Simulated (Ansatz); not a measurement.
Values for one crystal, relaxed and computed with r²SCAN in the plane-wave PAW code Ansatz; other levels are named.

| Item | Result |
|---|---|
| Volume per atom | 42.62 Å³ |
| Electronic character | metallic (no gap) |
| Density of states at the Fermi level | 0.75 states/eV per atom (mean over ±0.08 eV) |
| Pressure derivative B′ | 2.6 |
| Mechanical stability | unstable (C has a negative eigenvalue) |
| Bulk modulus (Birch–Murnaghan fit) | 10.9 GPa |
| Elastic constants (relaxed ions, GPa) | C11 = 52.6, C12 = -9.5, C44 = -9.2 |

Task: Which of these materials gives this?
A) Re, diamond
B) Sn, I4/mmm (Sn on 8h)
C) Ca, simple cubic
D) Ga, diamond

Result: C, Ca, simple cubic

Space group Pm-3m (simple cubic). This is a known high-pressure phase of the composition, computed here at zero pressure and temperature. Symmetry was held in the r²SCAN relaxation. As this level gives no gap, shear constants depend on the k-mesh and smearing (Fermi–Dirac, 0.1 eV here).

Potentials: the earlier of the program's two PAW sets.
